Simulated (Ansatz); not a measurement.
## TiWC$_{2}$: distorted cells

Computed with Ansatz 0.2.0, DFT PBEsol, scalar-relativistic, plane waves, PAW.

Settings: cutoff 420 eV, Γ-centred mesh 18×18×18 on the computed 4-atom cell, Gaussian smearing of 0.10 eV; no spin polarisation.

Reference cell:

```
Ti W C
1.0
     1.53442    0.88590    5.05550
    -1.53442    0.88590    5.05550
     0.00000   -1.77180    5.05550
Ti W C
1 1 2
Direct
  0.50000 0.50000 0.50000
  0.00000 0.00000 0.00000
  0.24937 0.24937 0.24937
  0.75063 0.75063 0.75063
```

Each variant moves atoms of this cell by the vectors given, if any (Å), and then applies a symmetric strain (tensor components, Cartesian axes). The reference cell isn't relaxed at this level. Energies are per atom at zero smearing, counted from the lowest variant. Pressure is positive in compression.

1. strain (xx yy zz yz xz xy, %) -0.54 -0.54 5.46 0.00 0.00 0.00; moves: C3 (0.000, 0.000, -0.085); C4 (0.000, 0.000, 0.085)
2. strain (xx yy zz yz xz xy, %) -3.81 -3.81 5.19 0.00 0.00 0.00; moves: C3 (0.000, 0.000, 0.085); C4 (0.000, 0.000, -0.085)
3. strain (xx yy zz yz xz xy, %) -0.30 -0.30 1.20 0.00 0.00 0.00

```tsv
variant	ΔE (meV/atom)	P (GPa)	largest force (eV/Å)	gap on mesh (eV)	space group
1	112.5	-21.78	1.87	0	R-3m
2	?	?	?	?	?
3	0.0	-10.86	0.10	0	R-3m
```

Give the withheld rows.

| variant | ΔE (meV/atom) | P (GPa) | largest force (eV/Å) | gap on mesh (eV) | space group |
| --- | --- | --- | --- | --- | --- |
| 2 | 97.1 | 5.15 | 1.89 | 0 | R-3m |

Spin-orbit coupling is left out, which matters for the bands of heavy elements.